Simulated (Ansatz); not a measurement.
The elements of this relaxed trial crystal are hidden behind letters.

```
lattice vectors (Å)
   2.8814    1.6636    1.5808
  -2.8814    1.6636    1.5808
   0.0000   -3.3272    1.5808
fractional positions
X 0.0000 0.0000 0.0000
Z 0.5000 0.0000 0.0000
Z 0.0000 0.5000 0.0000
Z 0.0000 0.0000 0.5000
```

Method: DFT PBE, scalar-relativistic, plane waves, PAW (Ansatz). The final run on the 4-atom cell used 420 eV, a Γ-centred 15×15×15 mesh, 0.10 eV smearing and no spin polarisation.

| Quantity | Value |
| --- | --- |
| Space group | R-3m (No. 166) |
| Conventional cell | a = 5.763 Å, c = 4.742 Å |
| Volume per atom | 11.37 Å³ |
| Density | 2.74 g/cm³ |
| Formation energy | −1.01 eV/atom |
| Gap on the 15×15×15 mesh of the 4-atom cell | 0 eV (a metal) |

Energies are uncorrected and count from the elements' standard states at the same level.

Question: X is a p-block element of period 3 and Z is a p-block element of period 2. Which elements are they?

Answer: X = Al, Z = O, so the formula is AlO3. Density times volume gives a mean mass of 2.74 × 11.37/1.6605 = 18.8 u per atom, and this set has 18.7 u. Among the elements that the hints allow, noble gases aside, only these give it. Al has 6 O at 1.84 Å; O is surrounded by 2 Al at 1.84 Å and 4 O at 2.29 Å.

An odd number of electrons in the primitive cell allows no gap without spin; a larger cell or a magnetic state could open one. A structure relaxed within its symmetry needn't be a true minimum.
